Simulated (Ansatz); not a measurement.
InSb (zinc blende), relaxed with r²SCAN (Ansatz, a program for electronic structure, plane waves, PAW): a = b = c = 6.5561 Å, α = β = γ = 90.00°.

| Quantity | Result |
|---|---|
| gap (eV) | none |
| B₀ by P(V) fit (GPa) | 43.5 |

Question: The same phase is relaxed and computed with HSE06 in the same code. What are the cell and these values now?

Answer: a = b = c = 6.547 Å, α = β = γ = 90.00°.

- gap (eV) = 0.29
- B₀ by P(V) fit (GPa) = 44.4

All cells were relaxed under the symmetry of their starts (and spin orders); stability against distortions was not tested throughout. Spin–orbit coupling is left out wherever it is not named.

Potentials: the later of the program's two PAW sets.

Ansatz is a plane-wave DFT program.
